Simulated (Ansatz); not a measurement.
GaSb in space group Immm (No. 71; Ga on 2a, Sb on 2c), a = 3.211 Å, b = 5.094 Å, c = 5.695 Å, α = β = γ = 90.00°; the cell used has 2 atoms.

Relaxed with r²SCAN.

### Question
Tabulate the valence density and the electron localisation function along the shortest Ga–Sb contact (2.85 Å), r²SCAN in the plane-wave PAW code Ansatz.

### Answer


| distance from Ga (Å) | density (e/Å³) | ELF |
|---|---|---|
| 0.28 | 21.48 | 0.04 |
| 0.43 | 7.81 | 0.06 |
| 0.57 | 2.50 | 0.14 |
| 0.71 | 1.02 | 0.25 |
| 0.85 | 0.57 | 0.31 |
| 1.00 | 0.39 | 0.35 |
| 1.14 | 0.32 | 0.46 |
| 1.28 | 0.29 | 0.59 |
| 1.42 | 0.30 | 0.65 |
| 1.57 | 0.35 | 0.63 |
| 1.71 | 0.44 | 0.53 |
| 1.85 | 0.59 | 0.42 |
| 1.99 | 0.91 | 0.35 |
| 2.14 | 1.72 | 0.24 |
| 2.28 | 3.78 | 0.10 |
| 2.42 | 8.00 | 0.02 |
| 2.56 | 14.31 | 0.00 |

The density is the valence pseudo-density with augmentation charge, so density and ELF within about 1 Å of a nucleus are not all-electron values.

The workflow started from a Materials Project entry (that database holds measured and hypothetical structures alike); the Crystallography Open Database copy checked does not list it. It is not the phase usual at ambient conditions (space group No. 216). Symmetry was held in the r²SCAN relaxation; phonons show weakly imaginary modes. Scalar-relativistic: spin–orbit coupling is off unless named, which matters more the heavier the elements.

Potentials: the later of the program's two PAW sets.
